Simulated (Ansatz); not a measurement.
WSi2 (MoSi2 type, space group I4/mmm)

Space group I4/mmm (No. 139); a = 3.212 Å, b = 3.212 Å, c = 7.804 Å, α = 90.00°, β = 90.00°, γ = 90.00°

| atom | site | symmetry | x | y | z |
|---|---|---|---|---|---|
| W | 2a | 4/mmm | 0.0000 | 0.0000 | 0.0000 |
| Si | 4e | 4mm | 0.0000 | 0.0000 | 0.3349 |
(The calculation used a cell of 3 atoms; values per cell refer to that cell.)

Grid over V/V₀ and (c/a)/(c/a)₀, subscript 0 meaning the relaxed cell; the conventional c axis lies along z; no internal relaxation.

These are r2SCAN (plane waves to 500 eV, PAW, scalar-relativistic; Ansatz, an electronic-structure program) values and carry that method's errors. k mesh 20×20×20 (Γ-centred), Fermi-Dirac smearing 0.05 eV. Energies are smeared free energies. As the atoms are clamped, bonds stretch with the cell, which overstates energies and stresses. With partly filled bands, the response to shear is sensitive to the k mesh, so small differences along c/a are uncertain. Spin-orbit coupling is left out, though W is heavy. WSi2 is run without spin polarisation. WSi2 was relaxed with its symmetry unable to fall. ΔE is measured from the relaxed starting cell.

### Question
What ΔE (meV/atom) does the calculation give at all points of the grid V/V₀ = 0.960, 0.973, 0.987, 1.000, 1.013, 1.027, 1.040 by (c/a)/(c/a)₀ = 0.920, 0.947, 0.973, 1.000, 1.027, 1.053, 1.080?

### Answer
ΔE (meV/atom), with V/V₀ across and (c/a)/(c/a)₀ down:

```csv
(c/a)/(c/a)₀ \ V/V₀,0.960,0.973,0.987,1.000,1.013,1.027,1.040
0.920,126,112,101,94,92,92,96
0.947,65,52,44,40,39,42,48
0.973,30,19,12,9,10,14,21
1.000,17,7,2,0,2,7,15
1.027,24,15,10,8,11,16,25
1.053,47,38,33,32,34,40,48
1.080,83,74,69,68,70,75,84
```

(A scan under strain: stresses follow from slopes of the energy per volume, elastic moduli from its curvatures.)
